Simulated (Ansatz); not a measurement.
Here is the system:

Nb:
```
CELL_PARAMETERS angstrom
      0.00000     2.92409     2.92409
      2.92409     0.00000     2.92409
      2.92409     2.92409     0.00000
ATOMIC_POSITIONS crystal
  Nb 0.00000 0.00000 0.00000
  Nb 0.25000 0.25000 0.25000
```

This is the r²SCAN-relaxed structure.

Question: All from r²SCAN (plane waves, PAW; program Ansatz), unless another level is named. Predict the density of states at the Fermi level.

Answer: 1.5 states/eV per atom (mean over ±0.08 eV).

Question: And the gap with spin–orbit coupling?

Answer: none (metallic).

Space group Fd-3m (diamond). The start of the workflow was typed in or built on a structure type; neither database checked (COD, Materials Project) lists it. It is not the phase usual at ambient conditions (space group No. 229). The cell was relaxed with r²SCAN under the symmetry of its start; whether a distortion lowers the energy is not shown. The run is not spin-polarised. Scalar-relativistic: spin–orbit coupling is off unless named, which matters more the heavier the elements.

Potentials: the later of the program's two PAW sets.
